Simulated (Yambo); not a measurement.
# Rb2Ni3S4: sweep of GW parameters

G0W0@PBEsol for Rb2Ni3S4 (space group Fmmm, No. 69) in Yambo. Reference settings: 2×2×2 Γ-centred k mesh, bands 13 to 302 and a 7 Ry block in the screening, 302 bands in G with the Bruneval-Gonze terminator, plasmon pole fitted at 27.2 eV. The PBEsol gap (0, -0.5, -0.5) → (0, -0.5, -0.5) on this mesh is 0.97 eV; G0W0 gaps are taken between the same points.

| change from the reference | G0W0 gap (0, -0.5, -0.5) → (0, -0.5, -0.5) (eV) | shift of the valence edge (eV) |
|---|---|---|
| reference settings | 1.88 | -0.20 |
| 124 bands in G | 1.90 | -0.21 |
| 6 Ry block | 1.92 | -0.22 |
| pole fitted at 10 eV | 1.82 | -0.12 |

The reference isn't shown to be the converged limit. In the run with 302 bands and a 7 Ry block, which covers more k points, the smallest G0W0 gap is 1.82 eV, (-0.5, -0.5, 0) → (0, -0.5, -0.5). The mesh misses a band edge: along a dense path the PBEsol gap is 0.66 eV against 0.97 eV on the mesh.

The 3d shell has no Hubbard U; the runs are without spin polarisation, and magnetic order was not tried.

Geometry of the Materials Project entry, not relaxed at this level; primitive cell a = 8.4859 Å, b = 7.4776 Å, c = 5.7687 Å, α = 78.51°, β = 59.72°, γ = 41.77°.

The structure is a Materials Project entry; no match was found in the copy of COD used, and its stability was not checked.

A shift is the quasiparticle energy of the state minus its PBEsol energy.
